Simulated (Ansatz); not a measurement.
Here is the system:

CoGe₂:
```xyz
6
Lattice="1.8049 -6.9262 0.0000 1.8049 6.9262 0.0000 0.0000 0.0000 3.7653" Properties=species:S:1:pos:R:3 pbc="T T T"
Ge     1.8049    -6.0181     2.8240
Ge     1.8049     6.0181     0.9413
Ge     1.8049     3.4319     2.8240
Ge     1.8049    -3.4319     0.9413
Co     1.8049    -1.9257     2.8240
Co     1.8049     1.9257     0.9413
```

This is the PBE-relaxed structure.

**Question.** All from plane-wave PAW PBE (Ansatz code), unless another level is named. Predict the electronic character.

**Answer.** metallic (no gap).

**Question.** Give the formation energy from the elements (no fitted shifts).

**Answer.** 0.25 eV/atom.

**Question.** Predict the density of states at the Fermi level.

**Answer.** 0.66 states/eV per atom (mean over ±0.08 eV).

Space group Cmcm. A made-up cell: these elements were put on the sites of a structure type; neither database checked (COD, Materials Project) lists it. Its standing as an ambient phase is unchecked. The PBE relaxation kept the symmetry of its start; its stability against distortions is not shown here. The workflow began spin-polarised and lost its moments. The references are the lowest solids computed at this level, not always the standard phases. Spin–orbit coupling is left out wherever it is not named.

Potentials: the later of the program's two PAW sets.
